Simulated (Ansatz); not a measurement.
Relaxed TiSi₂ (C54 type, space group Fddd):

```yaml
crystal:
  lattice:
    - [0.00000, 4.13234, 4.28268]
    - [2.40310, 0.00000, 4.28268]
    - [2.40310, 4.13234, 0.00000]
  atoms:
    - { symbol: Si, position: [0.66302, 0.33698, 0.66302] }
    - { symbol: Si, position: [0.33698, 0.66302, 0.33698] }
    - { symbol: Si, position: [0.58698, 0.91302, 0.58698] }
    - { symbol: Si, position: [0.91302, 0.58698, 0.91302] }
    - { symbol: Ti, position: [0.00000, 0.00000, 0.00000] }
    - { symbol: Ti, position: [0.25000, 0.25000, 0.25000] }
```

In this cell atom 1 (Si, nearest neighbour Si at 2.535 Å; its periodic images, 4.8 Å or more away, move with it) is moved by s along Cartesian z, unit vector (0.000, 0.000, 1.000); all other atoms and the cell stay fixed.

The numbers are results of PBE (plane waves to 420 eV, PAW, scalar-relativistic; Ansatz, a program for electronic structure), not measurements. k mesh 10×10×10 (Γ-centred), Fermi-Dirac smearing 0.05 eV. Energies are smeared free energies. Left out: 2 of 11 points, with atoms too close for the PAW data. With partly filled bands, energies and forces of such displacements shift with the k mesh and the smearing. TiSi2 is run without spin polarisation. TiSi2 was relaxed with its symmetry unable to fall. ΔE is measured from the undisplaced structure. The last digit holds for this mesh only.

```json
[
 {"s (Å)": "-0.608", "ΔE (meV/cell)": "2432.0"},
 {"s (Å)": "-0.456", "ΔE (meV/cell)": "1245.3"},
 {"s (Å)": "-0.304", "ΔE (meV/cell)": "512.2"},
 {"s (Å)": "-0.152", "ΔE (meV/cell)": "121.7"},
 {"s (Å)": "0.000", "ΔE (meV/cell)": "0.0"},
 {"s (Å)": "0.152", "ΔE (meV/cell)": "121.7"},
 {"s (Å)": "0.304", "ΔE (meV/cell)": "512.2"},
 {"s (Å)": "0.456", "ΔE (meV/cell)": "1245.3"},
 {"s (Å)": "0.608", "ΔE (meV/cell)": "2432.0"}
]
```

What force constant k = d²E/ds² at s = 0 does the table give?

10 eV/Å². It is the second difference of the nearest points, corrected with the next pair.

With k = 10.35 eV/Å² from the forces, is the well harmonic out to s = 0.608 Å?

½ks² = 1913 meV/cell against the computed 2432 meV/cell, so the well is stiffer than harmonic there.

(For displaced atoms, the force is minus the slope of the energy, and its curvature is a force constant, which sets phonon frequencies.)
